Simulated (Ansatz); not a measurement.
A relaxation computed with Ansatz, from input to last step.

```yaml
crystal:
  lattice:
    - [3.2100675, 3.2100675, 6.420135]
    - [-3.2100675, -3.2100675, 6.420135]
    - [9.6302025, -6.420135, 3.2100675]
  atoms:
    - { symbol: Mg, position: [0.1030466541, 0.5000291958, 0.7981555802] }
    - { symbol: Mg, position: [0.6009206127, 0.0038263235, 0.799597641] }
    - { symbol: Mg, position: [0.9969937669, 0.0009414176, 0.9985108315] }
    - { symbol: Mg, position: [0.396891149, 0.0012721373, 0.1975876805] }
    - { symbol: Mg, position: [0.2980652577, 0.498250488, 0.4001260787] }
    - { symbol: Mg, position: [0.8984696865, 0.5026507038, 0.2018923148] }
    - { symbol: Mn, position: [0.8047530797, 0.9976059689, 0.3997116919], spin: 4.0 }
    - { symbol: Mn, position: [0.7017443458, 0.5007958348, 0.5969631339], spin: -4.0 }
    - { symbol: Cd, position: [0.2040265698, 0.9961615257, 0.600141867] }
    - { symbol: Te, position: [0.5747330533, 0.8779076307, 0.5981666896] }
    - { symbol: Te, position: [0.4774731142, 0.3734556853, 0.7998563197] }
    - { symbol: Te, position: [0.9755201697, 0.8713551418, 0.7982226351] }
    - { symbol: Te, position: [0.375439158, 0.8737589598, 0.9995579428] }
    - { symbol: Te, position: [0.7758596016, 0.8726680523, 0.1983327622] }
    - { symbol: Te, position: [0.680283155, 0.3695797784, 0.39881686] }
    - { symbol: Te, position: [0.1729925278, 0.8809060952, 0.4011927063] }
    - { symbol: Te, position: [0.0768889667, 0.3716368751, 0.5978128665] }
    - { symbol: Te, position: [0.8732928289, 0.3784080184, 0.0002692646] }
    - { symbol: Te, position: [0.2760688666, 0.3773826043, 0.2037446027] }
    - { symbol: Hg, position: [0.5010636171, 0.5001891925, 0.0006012215] }
  symmetry: { detect: false }
basis:
  ecutwfc: 420
kpoints:
  mp_grid: { grid: [2, 2, 1], shift: [0.5, 0.5, 0.0] }
hamiltonian:
  xc: pbesol
scf:
  occupations: { method: gaussian, width: 0.1 }
  lower_state_search: "off"
output:
  forces: true
  stress: true
  eigenvalues: true
  populations: true
magnetization:
  spin_polarized: true
relax:
  adjacent_minimum: "off"
  f_tol: 0.04
  max_steps: 50
  cell: { stress_tol: 0.3 }
```

```bash
ansatz run input.yaml --threads 4 --pin off --max-ram 9216MiB --backend cpu --events-out ev --progress --plain --runs-dir out
```

Method: DFT PBEsol, scalar-relativistic, plane waves, PAW in Ansatz 0.2.0.

Of 5 frames 4 are shown, positions in Å and forces in eV/Å; the SCF threshold varies from step to step. Steps run on the plane waves of an earlier cell, with a Pulay correction in the pressure. The basis is chosen afresh for the last frame, the zero of the energies, and at times for earlier ones too; energy and pressure step there, also at an unchanged geometry.

```xyz
20
Lattice="3.2101 3.2101 6.4201 -3.2101 -3.2101 6.4201 9.6302 -6.4201 3.2101" Properties=species:S:1:pos:R:3:forces:R:3 pbc="T T T" step=1 free_energy_over_end_meV_per_atom=14.46 pressure_GPa=-0.22
Mg    6.4121   -6.3986    6.4340    0.0183    0.0273   -0.1523
Mg    9.6170   -3.2168    6.4493    0.0831    0.1007   -0.1659
Mg   12.8133   -3.2132    9.6122    0.0048    0.0375    0.0616
Mg    3.1728    0.0014    3.1905    0.1144   -0.0099    0.1247
Mg    3.2107   -3.2115    6.3969    0.0652   -0.0913    0.3324
Mg    3.2149   -0.0256    9.6435    0.0188    0.1801   -0.0025
Mn    3.2302   -3.1853   12.8545   -0.1158   -0.0057   -0.1326
Mn    6.3939   -3.1875    9.6368    0.0221   -0.0291   -0.0082
Cd    3.2367   -6.3958    9.6319   -0.0715   -0.1540   -0.0521
Te    4.7873   -4.8135   11.2463    0.2983    0.7238    0.1645
Te    8.0367   -4.8013    8.0307   -0.4828    0.2961    0.2837
Te    8.0214   -4.7903   14.4195    0.0791   -0.1671    0.0289
Te    8.0263   -8.0169   11.2287   -0.3319   -0.1577    0.1245
Te    1.5992   -1.5841   11.2204    0.1868   -0.4529    0.3167
Te    4.8381   -1.5631    8.0205    0.4413   -0.2135   -0.0649
Te    1.5911   -4.8482    8.0540   -0.2265    0.1087   -0.4686
Te    4.8109   -4.7842    4.7986   -0.2354   -0.5127   -0.1607
Te    1.5912    1.5869    8.0370    0.2485    0.2867    0.2123
Te    1.6369   -1.6333    4.8493   -0.1167    0.0666   -0.3198
Hg    0.0086   -0.0011    6.4301   -0.0002   -0.0334   -0.1215
20
Lattice="3.1864 3.2277 6.3781 -3.2145 -3.2043 6.3804 9.5755 -6.4073 3.1569" Properties=species:S:1:pos:R:3:forces:R:3 pbc="T T T" step=2 free_energy_over_end_meV_per_atom=3.04 pressure_GPa=-0.08
Mg    6.3600   -6.3761    6.3505    0.0155    0.0140    0.0920
Mg    9.5305   -3.1504    6.3572   -0.0998    0.0191    0.0225
Mg   12.7712   -3.2053    9.5186    0.0517   -0.0311   -0.0895
Mg    3.1992    0.0067    3.1848    0.0342    0.0095   -0.0461
Mg    3.2089   -3.2148    6.3844    0.0783    0.0512   -0.0784
Mg    3.2059   -0.0287    9.5704   -0.0050   -0.1185   -0.0529
Mn    3.1618   -3.1863   12.7368    0.0684   -0.1784    0.1260
Mn    6.3318   -3.1607    9.5501   -0.0852    0.0077   -0.0263
Cd    3.1690   -6.3742    9.5585   -0.0275    0.0680    0.0648
Te    4.7899   -4.6020   11.1646   -0.2063   -0.2827   -0.1198
Te    7.8505   -4.6809    8.0097    0.1667   -0.1557   -0.1025
Te    7.9730   -4.7948   14.3134    0.0023    0.0556    0.0605
Te    7.8802   -8.0276   11.1719    0.1861    0.1556   -0.0170
Te    1.6352   -1.6756   11.2183   -0.1338    0.1863   -0.1946
Te    4.9104   -1.5968    7.9378   -0.1301    0.0677   -0.0574
Te    1.5002   -4.8155    7.8602    0.0677   -0.0423    0.2405
Te    4.7039   -4.9005    4.7077    0.1606    0.3260    0.0159
Te    1.6363    1.6724    8.0369   -0.1213   -0.2378   -0.0529
Te    1.6046   -1.6189    4.7508    0.0134    0.0493    0.1923
Hg   -0.0215    0.0285    6.3902   -0.0359    0.0367    0.0228
20
Lattice="3.1658 3.2533 6.3402 -3.2119 -3.2179 6.3456 9.5340 -6.4414 3.1191" Properties=species:S:1:pos:R:3:forces:R:3 pbc="T T T" step=3 free_energy_over_end_meV_per_atom=0.10 pressure_GPa=0.06
Mg    6.3295   -6.4262    6.2924    0.0060   -0.0417   -0.0121
Mg    9.4680   -3.1357    6.2942    0.0378    0.0110   -0.0081
Mg   12.7353   -3.2188    9.4571    0.0095   -0.0095    0.0216
Mg    3.1781    0.0107    3.1733   -0.0031   -0.0002    0.0317
Mg    3.1989   -3.2303    6.3435   -0.0259    0.0084   -0.0069
Mg    3.2105   -0.0306    9.5200   -0.0106    0.0151    0.0227
Mn    3.1537   -3.2269   12.6717   -0.0240    0.0241    0.0044
Mn    6.2967   -3.1832    9.4883   -0.0224    0.0310   -0.0064
Cd    3.1284   -6.4122    9.4800   -0.0090   -0.0107   -0.0315
Te    4.7043   -4.6712   11.0410    0.0223   -0.0073    0.0168
Te    7.8172   -4.7045    7.9020   -0.0287    0.0091   -0.0089
Te    7.9235   -4.8051   14.2321    0.0011    0.0002   -0.0037
Te    7.8696   -8.0207   11.0978   -0.0365    0.0101   -0.0123
Te    1.6207   -1.6566   11.1375   -0.0065    0.0052   -0.0079
Te    4.8645   -1.5956    7.8875    0.0138   -0.0062   -0.0149
Te    1.4817   -4.8388    7.8440    0.0178   -0.0195   -0.0091
Te    4.6957   -4.8805    4.6670    0.0037   -0.0034    0.0236
Te    1.6105    1.6351    7.9783   -0.0091    0.0307    0.0018
Te    1.5849   -1.6038    4.7781    0.0043    0.0057   -0.0421
Hg   -0.0802    0.0816    6.3292    0.0593   -0.0522    0.0414
20
Lattice="3.1660 3.2638 6.3429 -3.2202 -3.2173 6.3467 9.5305 -6.4342 3.1085" Properties=species:S:1:pos:R:3:forces:R:3 pbc="T T T" step=5 free_energy_over_end_meV_per_atom=0.00 pressure_GPa=0.00
Mg    6.3266   -6.4291    6.2983   -0.0096    0.0186    0.0063
Mg    9.4717   -3.1264    6.3026   -0.0164    0.0057    0.0094
Mg   12.7397   -3.2069    9.4589   -0.0036    0.0037   -0.0024
Mg    3.1881    0.0226    3.1593   -0.0021    0.0007   -0.0005
Mg    3.1740   -3.2137    6.3306    0.0121   -0.0117   -0.0104
Mg    3.1997   -0.0192    9.5115    0.0024    0.0001   -0.0033
Mn    3.1358   -3.2081   12.6634    0.0126   -0.0135   -0.0015
Mn    6.2839   -3.1578    9.4881    0.0014   -0.0019    0.0025
Cd    3.1192   -6.4110    9.4790   -0.0015   -0.0070    0.0096
Te    4.6996   -4.6626   11.0433   -0.0054    0.0050    0.0039
Te    7.8076   -4.6960    7.9116    0.0202   -0.0117   -0.0018
Te    7.9176   -4.7936   14.2379   -0.0005   -0.0024   -0.0083
Te    7.8503   -8.0032   11.0873    0.0107   -0.0122    0.0033
Te    1.6084   -1.6387   11.1295   -0.0047    0.0040   -0.0053
Te    4.8539   -1.5844    7.8713   -0.0116    0.0083    0.0002
Te    1.4777   -4.8418    7.8338   -0.0074    0.0112    0.0037
Te    4.6901   -4.8760    4.6753   -0.0005    0.0069   -0.0062
Te    1.6028    1.6538    7.9804    0.0081   -0.0090    0.0006
Te    1.5804   -1.5919    4.7429    0.0057   -0.0065    0.0159
Hg   -0.0571    0.0621    6.3438   -0.0101    0.0118   -0.0158
```

Time: 2.3 min on 4 threads of Arm Neoverse V1, with other jobs on the host, peak memory 2.5 GiB.

The k mesh is coarse. Spin-orbit coupling is left out, which matters for the bands of heavy elements.